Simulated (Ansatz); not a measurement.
NaYS2:
```cif
data_NaS2Y
_chemical_formula_sum 'Na1 Y1 S2'
_space_group_name_H-M_alt 'P 1'
_space_group_IT_number 1
_cell_length_a 6.96627
_cell_length_b 6.96627
_cell_length_c 6.96627
_cell_angle_alpha 32.818
_cell_angle_beta 32.818
_cell_angle_gamma 32.818
loop_
_space_group_symop_operation_xyz
  'x, y, z'
loop_
_atom_site_label
_atom_site_type_symbol
_atom_site_fract_x
_atom_site_fract_y
_atom_site_fract_z
_atom_site_occupancy
Na1 Na 0.00000 0.00000 0.00000 1
Y1 Y 0.50000 0.50000 0.50000 1
S1 S 0.24259 0.24259 0.24259 1
S2 S 0.75741 0.75741 0.75741 1
```

Relaxed with PBEsol.

### Question
Tabulate the valence density and the electron localisation function along the shortest Y–S contact (2.72 Å), plane-wave PAW PBEsol (Ansatz code).

### Answer


```tsv
distance from Y (Å)	density (e/Å³)	ELF
0.27	3.68	0.63
0.41	3.65	0.79
0.54	3.05	0.86
0.68	2.14	0.86
0.82	1.30	0.79
0.95	0.73	0.56
1.09	0.43	0.27
1.23	0.32	0.18
1.36	0.31	0.30
1.50	0.37	0.58
1.63	0.49	0.78
1.77	0.67	0.85
1.91	0.90	0.86
2.04	1.11	0.83
2.18	1.17	0.71
2.31	0.97	0.42
2.45	0.56	0.10
```

The density is the valence pseudo-density with augmentation charge, so density and ELF within about 1 Å of a nucleus are not all-electron values.

Space group R-3m. The workflow started from a Materials Project entry (that database holds measured and hypothetical structures alike); the Crystallography Open Database files this formula in space group No. 166, but the cells were not matched. Its standing as an ambient phase is unchecked. The PBEsol relaxation kept the symmetry of its start; its stability against distortions is not shown here. The run is not spin-polarised.

Potentials: the later of the program's two PAW sets.
